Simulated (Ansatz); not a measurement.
Steps from a short run of molecular dynamics on a 2×2×1 supercell (16 atoms) of Si3Sn (ordering on diamond), relaxed with r2SCAN; forces from PBE in the plane-wave code Ansatz, 2×2×2 mesh, Fermi-Dirac smearing of 0.190 eV, Langevin thermostat and barostat (NPT), set at 2200 K. Classical nuclei, no spin polarisation; a few dozen steps show the first response, not equilibrium. The structure comes from a prototype and may be hypothetical.

**Question.** At 6 fs the positions in Å are
```
cell (Å): 8.075 0.000 0.000; 0.000 8.075 0.000; 0.000 0.000 5.749
Si   2.027  -0.014   4.442
Si   1.946   2.038   0.000
Si  -0.025   1.972   1.306
Sn  -0.017   0.017   2.869
Si   2.000   4.021   4.340
Si   1.989   6.042   0.012
Si  -0.052   6.132   1.255
Sn  -0.002   4.046   2.867
Si   6.029   0.011   4.496
Si   6.019   2.041   0.049
Si   4.021   1.967   1.205
Sn   4.080   0.019   2.884
Si   6.101   3.978   4.494
Si   6.058   6.107   0.096
Si   3.970   6.068   1.357
Sn   4.052   4.008   2.869
```
What are the forces, and how far does the free energy (smearing included) lie above that of step 0, with the atoms on their sites?

**Answer.** 21.6 meV an atom; forces in eV/Å:
```
cell (Å), as above: 8.075 0.000 0.000; 0.000 8.075 0.000; 0.000 0.000 5.749
Si  -0.083   0.174   0.300
Si   0.320  -0.189  -0.506
Si  -0.177   0.694  -0.240
Sn   0.027  -0.260   0.693
Si   0.271   0.133   1.349
Si   0.009  -0.081  -0.451
Si   0.693  -0.644   0.475
Sn  -0.458   0.174  -0.680
Si   0.441   0.080   0.200
Si   0.544  -0.490  -0.379
Si  -0.570   0.442   0.554
Sn  -0.424   0.114   0.032
Si  -0.402   0.963   0.135
Si  -1.032  -0.599  -0.885
Si   0.390  -0.184  -0.499
Sn   0.451  -0.325  -0.097
```

**Question.** At 9 fs the positions in Å are
```
cell (Å): 8.074 0.000 0.000; 0.000 8.074 0.000; 0.000 0.000 5.748
Si   2.020  -0.021   4.439
Si   1.907   2.046   0.004
Si  -0.043   1.956   1.307
Sn  -0.026   0.024   2.869
Si   1.997   4.014   4.288
Si   1.982   6.036   0.015
Si  -0.073   6.162   1.230
Sn  -0.005   4.052   2.866
Si   6.007   0.007   4.523
Si   5.995   2.042   0.074
Si   4.008   1.951   1.166
Sn   4.093   0.024   2.891
Si   6.133   3.947   4.513
Si   6.055   6.124   0.148
Si   3.936   6.081   1.381
Sn   4.056   3.993   2.864
```
What are the forces, and how far does the free energy (smearing included) lie above that of step 0, with the atoms on their sites?

**Answer.** 45.9 meV an atom; forces in eV/Å:
```
cell (Å), as above: 8.074 0.000 0.000; 0.000 8.074 0.000; 0.000 0.000 5.748
Si  -0.049   0.276   0.316
Si   0.507  -0.233  -0.768
Si  -0.254   0.938  -0.168
Sn  -0.029  -0.390   0.953
Si   0.360   0.129   1.862
Si  -0.057  -0.116  -0.627
Si   1.194  -0.813   0.877
Sn  -0.624   0.216  -1.016
Si   0.681   0.120   0.140
Si   0.847  -0.651  -0.588
Si  -0.914   0.488   0.921
Sn  -0.625   0.269   0.039
Si  -0.701   1.308   0.078
Si  -1.618  -0.803  -1.342
Si   0.561  -0.375  -0.545
Sn   0.719  -0.362  -0.135
```

**Question.** At 18 fs the positions in Å are
```
cell (Å): 8.069 0.000 0.000; 0.000 8.069 0.000; 0.000 0.000 5.744
Si   2.002  -0.057   4.444
Si   1.807   2.051   0.014
Si  -0.109   1.916   1.302
Sn  -0.050   0.038   2.850
Si   2.009   4.002   4.180
Si   1.946   6.041   0.016
Si  -0.089   6.231   1.198
Sn  -0.025   4.075   2.856
Si   5.927   0.000   4.631
Si   5.910   1.994   0.104
Si   3.960   1.892   1.101
Sn   4.127   0.034   2.916
Si   6.205   3.864   4.586
Si   5.994   6.136   0.265
Si   3.820   6.078   1.430
Sn   4.057   3.919   2.852
```
What are the forces, and how far does the free energy (smearing included) lie above that of step 0, with the atoms on their sites?

**Answer.** 118.2 meV an atom; forces in eV/Å:
```
cell (Å), as above: 8.069 0.000 0.000; 0.000 8.069 0.000; 0.000 0.000 5.744
Si  -0.088   0.788   0.148
Si   0.933  -0.304  -1.231
Si  -0.428   1.564  -0.135
Sn  -0.123  -0.592   1.929
Si  -0.011   0.044   2.822
Si  -0.059  -0.470  -0.953
Si   1.203  -1.221   1.035
Sn  -0.783   0.148  -1.415
Si   1.302  -0.304  -0.422
Si   1.661  -0.449  -0.612
Si  -1.844   0.549   1.493
Sn  -1.065   0.221  -0.132
Si  -1.228   1.913  -0.243
Si  -1.971  -1.098  -1.692
Si   1.029  -0.560  -0.281
Sn   1.472  -0.229  -0.312
```

**Question.** At 33 fs the positions in Å are
```
cell (Å): 8.093 0.000 0.000; 0.000 8.093 0.000; 0.000 0.000 5.762
Si   1.991  -0.014   4.519
Si   1.649   2.061   0.003
Si  -0.154   1.958   1.277
Sn  -0.098   0.026   2.814
Si   1.964   4.000   4.217
Si   1.889   6.082   0.017
Si  -0.107   6.276   1.212
Sn  -0.074   4.140   2.798
Si   5.921   0.029   4.834
Si   5.824   1.889   0.078
Si   3.850   1.816   1.039
Sn   4.199   0.066   2.945
Si   6.208   3.871   4.687
Si   5.792   6.142   0.409
Si   3.733   6.047   1.448
Sn   4.094   3.804   2.786
```
What are the forces, and how far does the free energy (smearing included) lie above that of step 0, with the atoms on their sites?

**Answer.** 167.1 meV an atom; forces in eV/Å:
```
cell (Å), as above: 8.093 0.000 0.000; 0.000 8.093 0.000; 0.000 0.000 5.762
Si  -0.156   0.611  -0.499
Si   1.984  -0.175  -1.600
Si  -1.606   1.193   0.701
Sn   0.204   0.131   2.484
Si   0.401   0.101   1.829
Si   0.068  -0.602  -1.110
Si  -0.475  -1.500   0.149
Sn  -0.634  -0.128  -0.525
Si   1.095  -2.872  -2.281
Si   1.779   2.468   0.635
Si  -1.809   0.496   1.365
Sn  -1.211  -0.344  -0.024
Si  -1.005   1.493  -0.534
Si   0.521  -0.854  -1.825
Si   0.308  -0.245   0.764
Sn   0.536   0.229   0.473
```

**Question.** At 36 fs the positions in Å are
```
cell (Å): 8.099 0.000 0.000; 0.000 8.099 0.000; 0.000 0.000 5.766
Si   1.993  -0.003   4.519
Si   1.633   2.067  -0.017
Si  -0.182   1.984   1.285
Sn  -0.106   0.022   2.809
Si   1.948   3.995   4.248
Si   1.884   6.087   0.011
Si  -0.121   6.274   1.206
Sn  -0.084   4.149   2.777
Si   5.934   0.032   4.861
Si   5.820   1.891   0.098
Si   3.821   1.812   1.027
Sn   4.213   0.076   2.951
Si   6.203   3.887   4.698
Si   5.759   6.137   0.414
Si   3.723   6.029   1.467
Sn   4.108   3.780   2.775
```
What are the forces, and how far does the free energy (smearing included) lie above that of step 0, with the atoms on their sites?

**Answer.** 160.7 meV an atom; forces in eV/Å:
```
cell (Å), as above: 8.099 0.000 0.000; 0.000 8.099 0.000; 0.000 0.000 5.766
Si  -0.183   0.489  -0.529
Si   1.649  -0.252  -1.278
Si  -1.274   0.945   0.610
Sn   0.246   0.231   2.399
Si   0.501   0.207   1.386
Si   0.088  -0.550  -1.010
Si  -0.558  -1.399   0.070
Sn  -0.500  -0.090  -0.189
Si   1.044  -2.917  -2.351
Si   1.599   2.621   0.547
Si  -1.649   0.420   1.313
Sn  -1.207  -0.429  -0.052
Si  -0.944   1.316  -0.541
Si   0.792  -0.790  -1.841
Si   0.133  -0.103   0.775
Sn   0.262   0.301   0.691
```

**Question.** At 42 fs the positions in Å are
```
cell (Å): 8.104 0.000 0.000; 0.000 8.104 0.000; 0.000 0.000 5.769
Si   2.002   0.044   4.528
Si   1.628   2.081  -0.068
Si  -0.246   2.033   1.305
Sn  -0.126   0.019   2.806
Si   1.920   3.992   4.309
Si   1.871   6.097  -0.001
Si  -0.156   6.248   1.195
Sn  -0.108   4.152   2.736
Si   5.962   0.009   4.886
Si   5.825   1.910   0.160
Si   3.771   1.798   1.022
Sn   4.221   0.099   2.955
Si   6.164   3.914   4.712
Si   5.685   6.116   0.414
Si   3.704   5.994   1.519
Sn   4.132   3.734   2.755
```
What are the forces, and how far does the free energy (smearing included) lie above that of step 0, with the atoms on their sites?

**Answer.** 139.5 meV an atom; forces in eV/Å:
```
cell (Å), as above: 8.104 0.000 0.000; 0.000 8.104 0.000; 0.000 0.000 5.769
Si  -0.241  -0.022  -0.699
Si   0.703  -0.307  -0.258
Si  -0.195   0.360   0.299
Sn   0.341   0.218   2.119
Si   0.594   0.532   0.493
Si   0.155  -0.398  -0.721
Si  -0.649  -0.986   0.001
Sn  -0.234   0.083   0.576
Si   0.854  -2.009  -1.992
Si   0.925   1.884  -0.182
Si  -1.220   0.342   1.029
Sn  -1.125  -0.615   0.060
Si  -0.767   1.050  -0.571
Si   1.281  -0.709  -1.847
Si  -0.262   0.137   0.639
Sn  -0.160   0.441   1.054
```
